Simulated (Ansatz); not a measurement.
## Vibrational response of MgO at 7 GPa

Level of theory: DFT LDA, scalar-relativistic, plane waves, PAW (Ansatz 0.2.0). Settings: 420 eV plane-wave cutoff, Γ-centred 10×10×10 mesh, fixed occupations. No spin polarisation. Phonons by linear response, acoustic sum rule imposed.

The cell, relaxed at 7 GPa:
```
CELL_PARAMETERS angstrom
0.00000 2.05371 2.05371
2.05371 0.00000 2.05371
2.05371 2.05371 0.00000
ATOMIC_POSITIONS crystal
Mg 0.00000 0.00000 0.00000
O 0.50000 0.50000 0.50000
```

Problem. Give the high-frequency dielectric tensor ε∞.

Solution.
```
3.14 0.00 0.00
0.00 3.14 0.00
0.00 0.00 3.14
```

Problem. Give the Born effective charges.

Solution.
```csv
atom,Z*xx,Z*yy,Z*zz,mean
Mg (atom 1),1.95,1.95,1.95,1.95
O (atom 2),-1.95,-1.95,-1.95,-1.95
```

Problem. How large is the static dielectric tensor with the ions free to move, and what share of it is ionic?

Solution.
```
8.8 0.0 0.0
0.0 8.8 0.0
0.0 0.0 8.8
```
The ions give 64 % of its trace.

Cost: 1 run of about 0.06 core-minutes, on AMD EPYC 9R45 (Zen 5) (shared hosts).